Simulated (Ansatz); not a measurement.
This run works on a generated trial structure, not on a known crystal.

Input and command of a plane-wave DFT calculation in Ansatz:

```yaml
crystal:
  lattice:
    - [2.3811579678, -4.1285313156, 0.0]
    - [2.3811579678, 4.1285313156, 0.0]
    - [0.0, 0.0, 4.0720661148]
  atoms:
    - { symbol: Dy, position: [0.1665483723, 0.8334516277, 0.75] }
    - { symbol: Dy, position: [0.8334516277, 0.1665483723, 0.25] }
    - { symbol: Be, position: [0.4996975833, 0.5003024167, 0.75] }
    - { symbol: Be, position: [0.5003024167, 0.4996975833, 0.25] }
basis:
  ecutwfc: 630
kpoints:
  mp_grid: { grid: [10, 10, 10] }
hamiltonian:
  xc: pbe
  pseudopotentials:
    kind: paw
    azcp: { Dy: "pseudopotentials/pbe/nc/lanthanide_3plus/Dy.nc.azcp" }
scf:
  occupations: { method: gaussian, width: 0.1 }
output:
  forces: true
  stress: true
  eigenvalues: true
relax:
  adjacent_minimum: "off"
  f_tol: 0.01
  max_steps: 30
  cell: { stress_tol: 0.1, fix: [volume] }
```

```bash
ansatz run input.yaml --threads 1 --pin off --max-ram 2816MiB --backend cpu --events-out ev --progress --plain --runs-dir out
```

Processor: Intel(R) Xeon(R) Platinum 8375C CPU @ 2.90GHz (Ice Lake), 1 thread, on a host shared with other jobs.

Q: Estimate time, memory and problem size.

A: About 61 s, peak memory 0.7 GiB. It solves 17 bands at 186 k points (after reduction by symmetry) with about 2869 plane waves, in 12 SCF iterations over 2 ionic steps.

With its 4f electrons in the core of a norm-conserving potential, the lanthanide is trivalent by construction, without f bands, f moments or other valences.
